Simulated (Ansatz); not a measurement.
SiC$_{2}$N$_{4}$ in space group Imma (No. 74; Pearson symbol oI28) under volume change, r²SCAN in the plane-wave PAW code Ansatz, shape and atoms relaxed at each volume.

```json
[
 {"V (Å³/atom)": "6.694", "E − E(relaxed) (meV/atom)": "17.6", "P (GPa)": "9.02"},
 {"V (Å³/atom)": "6.915", "E − E(relaxed) (meV/atom)": "7.6", "P (GPa)": "5.65"},
 {"V (Å³/atom)": "7.135", "E − E(relaxed) (meV/atom)": "1.8", "P (GPa)": "2.72"},
 {"V (Å³/atom)": "7.356", "E − E(relaxed) (meV/atom)": "0.0", "P (GPa)": "-0.01"},
 {"V (Å³/atom)": "7.577", "E − E(relaxed) (meV/atom)": "1.7", "P (GPa)": "-2.30"},
 {"V (Å³/atom)": "7.797", "E − E(relaxed) (meV/atom)": "6.0", "P (GPa)": "-3.96"},
 {"V (Å³/atom)": "8.018", "E − E(relaxed) (meV/atom)": "12.4", "P (GPa)": "-5.30"}
]
```

Q: What does a third-order Birch–Murnaghan fit give for V₀, B₀ and B′?

A: V₀ = 7.36 Å³/atom, B₀ = 77.2 GPa, B′ = 4.6.

The start of the workflow was typed in or built on a structure type; neither database checked (COD, Materials Project) lists it. COD files the formula under space group No. 224. Its standing as an ambient phase is unchecked. The cell was relaxed with r²SCAN under the symmetry of its start; its stability against distortions is not shown here. The volume moved by 26 % from the start of the relaxation. Its formation energy is positive at this level, so the cell may be metastable or incomplete.

Potentials: the earlier of the program's two PAW sets.
